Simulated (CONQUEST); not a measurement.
CONQUEST run on InSn2Te3 (P-3m1, 12 atoms in the cell; from Materials Project mp-1223682, lattice scaled a little): self-consistent single point.

Level of theory: PBEsol, numerical atomic orbitals double-zeta with polarisation (the shipped basis), PseudoDojo norm-conserving potentials made for PBEsol in CONQUEST.

```
CELL_PARAMETERS angstrom
      4.48155     0.00000     0.00000
      0.00000     7.76228     0.00000
      0.00000     0.00000    11.05539
ATOMIC_POSITIONS crystal
  In 0.00000 0.00000 0.00000
  In 0.50000 0.50000 0.00000
  Sn 0.00000 0.33333 0.66867
  Sn 0.50000 0.16667 0.33133
  Sn 0.50000 0.83333 0.66867
  Sn 0.00000 0.66667 0.33133
  Te 0.00000 0.33333 0.16576
  Te 0.50000 0.16667 0.83424
  Te 0.00000 0.00000 0.50000
  Te 0.50000 0.83333 0.16576
  Te 0.00000 0.66667 0.83424
  Te 0.50000 0.50000 0.50000
```

Reference input (self-consistent single point, DFT, PBEsol, numerical atomic orbitals double-zeta with polarisation (the shipped basis), PseudoDojo norm-conserving potentials made for PBEsol): basis = DZP; Diag.MPMeshX, Y, Z = 3 2 2; potentials = PseudoDojo norm-conserving PBEsol; Grid.GridCutoff = 175 Ha; DM.SolutionMethod = diagon; Diag.MPShiftX = 0.16666667; Diag.kT = 0.003675 Ha; minE.SCTolerance = 1.0e-06; SC.MaxIters = 100; SC.LinearMixingFactor = 0.3; SC.KerkerPreCondition = true; SC.KerkerFactor = 0.3 1/bohr. This run's input differs from it in these lines:

```diff
@@ -19,6 +19,7 @@
 Diag.MPMesh                    T
-Diag.MPMeshX                   3
-Diag.MPMeshY                   2
-Diag.MPMeshZ                   2
-Diag.MPShiftX                  0.16666667
+Diag.MPMeshX                   2
+Diag.MPMeshY                   1
+Diag.MPMeshZ                   1
+Diag.MPShiftY                  0.50000000
+Diag.MPShiftZ                  0.50000000
 Diag.kT                        0.003675
```

The program printed (abridged):

```
    new_SC_potl: Starting.  Tolerance:  0.10000E-05

    PulayMixSC: Starting Pulay mixing, A_up =  0.300 A_dn =  0.300
    PulayMixSC: Spin non-polarised calculation.
    PulayMixSC: with Kerker preconditioning, q0 =  0.300
          Harris-Foulkes Energy            :     -1075.243632398705358 Ha
          GroundState Energy (E-(1/2)TS)   :     -1075.249133168309754 Ha
          Free Energy (E-TS)               :     -1075.254633937913923 Ha
          DFT Total Energy                 :     -1075.190193046611057 Ha
          Total number of electrons        :       177.999999999987864
   [... lines left out ...]
          Total number of electrons        :       178.000249456981749
    PulayMixSC: Pulay iteration    11 residual:              0.10427E-05
          Harris-Foulkes Energy            :     -1075.212127659200178 Ha
          GroundState Energy (E-(1/2)TS)   :     -1075.217980729687952 Ha
          Free Energy (E-TS)               :     -1075.223833800175953 Ha
          DFT Total Energy                 :     -1075.212127125970255 Ha
          Total number of electrons        :       178.000243176325341
    PulayMixSC: Pulay iteration    12 residual:              0.52999E-06
    PulayMixSC: Reached SCF tolerance of  0.52999E-06 after     12 iterations
      | Number of electrons      =       178.000243
      |* band energy as 2Tr[K.H] =      -162.643121209204480 Ha
      |  screened ion-ion energy =      -806.464174474323613 Ha
      |  Ha correction           =         3.918730809799894 Ha
      |  XC correction           =      -110.023601540446379 Ha
      | GS Energy as E-(1/2)TS   =     -1075.217980729687952 Ha
      | Free Energy as E-TS      =     -1075.223833800175953 Ha
      |* Harris-Foulkes energy   =     -1075.212127659200178 Ha
      |* DFT total energy        =     -1075.212127125970255 Ha
      |  estimated accuracy      =        -0.000000533229922 Ha

    force: Forces on atoms (Ha/A )
    force:  Atom   X              Y              Z
   [... lines left out ...]
    force: Maximum force :        0.01523424(Ha/A ) on atom        11 in z direction
   [... lines left out ...]
    force: Force Residual:        0.01078520 Ha/A
    force: Total stress:          7.17768344     0.00000000     0.00000000 GPa
                             0.00000000    -0.19857669    -0.67757872
                             0.00000000    -0.67757870     2.08321550
    force: Average pressure:     -3.02077408 GPa

    force: Finished force
    get_E_and_F: Change in energy during last step of electronic optimisation: -0.20102E-05
```

The run converged in 12 iterations. CONQUEST prints the stress tensor with tension positive. Against the reference run the free energy falls by 107 meV/atom, the pressure goes from -1.67 to -3.02 GPa and the largest force goes from under 0.1 to 0.45 eV/Å.

The program uses no crystal symmetry, so grid and mesh can part values that symmetry would make equal. The atom-centred basis is finite, which shifts total energies, pressures and forces against plane waves. This run is one point of a test of settings, so its values need not be converged; read them against the reference run alone. The structure comes from a collection of computed structures, made at another level of theory; the collection holds predicted forms beside known ones. Its lattice was then scaled. With one or two k-points the zone of this small cell is coarsely sampled: energies, forces and stress carry that error and can break the symmetry, so a converged loop does not mean converged values.

Cost on one core: about 3 core-minutes (a rough figure).
